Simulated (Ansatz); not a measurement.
S:
```yaml
crystal:
  lattice:
    - [2.57030, 0.00000, 0.00000]
    - [0.00000, 2.57030, 0.00000]
    - [0.00000, 0.00000, 2.57030]
  atoms:
    - { symbol: S, position: [0.00000, 0.00000, 0.00000] }
```

Relaxed with r²SCAN. Special points in fractions of this cell's reciprocal vectors: Γ (0.000, 0.000, 0.000); X (0.000, 0.500, 0.000); M (0.500, 0.500, 0.000); R (0.500, 0.500, 0.500).

Question: List the band energies nearest the Fermi level at these points for plane-wave PAW r²SCAN (Ansatz code).

Answer: In eV from the Fermi level; about four levels below and three above (degenerate sets whole), none deeper than 8.9 eV; … stands for higher levels left out; points with the same levels are listed once.

| k | below | above |
|---|---|---|
| Γ | – | 1.69 1.69 1.69 |
| X | -8.44 | 3.34 3.34 9.64 |
| M | -6.08 -6.08 | 2.94 4.82 … |
| R | -8.74 -4.02 -4.02 -4.02 | … |

Space group Pm-3m (simple cubic). The cell is a constructed one: a structure type filled with these elements; neither database checked (COD, Materials Project) lists it. It is not the phase usual at ambient conditions (space group No. 70). The cell was relaxed with r²SCAN under the symmetry of its start; its stability against distortions is not shown here.

Potentials: the later of the program's two PAW sets.
